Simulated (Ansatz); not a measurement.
Question: Name crystals whose computed values (PBEsol in the plane-wave PAW code Ansatz) fall in these windows: highest Γ mode, no LO–TO term (cm⁻¹) 580 to 780; B₀ by P(V) fit (GPa) 150 to 200; G_Hill (GPa) 75 to 91.

Answer: 

```json
[
 {"crystal": "AlInN2, chalcopyrite", "highest Γ mode, no LO–TO term (cm⁻¹)": "692", "B₀ by P(V) fit (GPa)": "166", "G_Hill (GPa)": "82.3"},
 {"crystal": "SrNbO3, cubic perovskite", "highest Γ mode, no LO–TO term (cm⁻¹)": "617", "B₀ by P(V) fit (GPa)": "189", "G_Hill (GPa)": "86.6"},
 {"crystal": "GaN, P4_2/mnm (Ga on 4g, N on 4f)", "highest Γ mode, no LO–TO term (cm⁻¹)": "730", "B₀ by P(V) fit (GPa)": "174", "G_Hill (GPa)": "87.9"},
 {"crystal": "SrTaO3, cubic perovskite", "highest Γ mode, no LO–TO term (cm⁻¹)": "638", "B₀ by P(V) fit (GPa)": "198", "G_Hill (GPa)": "82.9"},
 {"crystal": "Nb2SnC, P6_3/mmc (Nb on 4f, Sn on 2d, C on 2a)", "highest Γ mode, no LO–TO term (cm⁻¹)": "649", "B₀ by P(V) fit (GPa)": "175", "G_Hill (GPa)": "90.1"}
]
```
Others may fit too.

Typed or built starts, not in the databases checked: GaN, P4_2/mnm (Ga on 4g, N on 4f). Not the usual ambient phase: GaN, P4_2/mnm (Ga on 4g, N on 4f). Standing as an ambient phase not checked: AlInN2, chalcopyrite; SrNbO3, cubic perovskite; SrTaO3, cubic perovskite; Nb2SnC, P6_3/mmc (Nb on 4f, Sn on 2d, C on 2a). All cells were relaxed under the symmetry of their starts (and spin orders); stability against distortions was not tested throughout. Rows with no word on spin ran without spin polarisation. Scalar-relativistic: spin–orbit coupling is off unless named, which matters more the heavier the elements.

Potentials: the later of the program's two PAW sets.
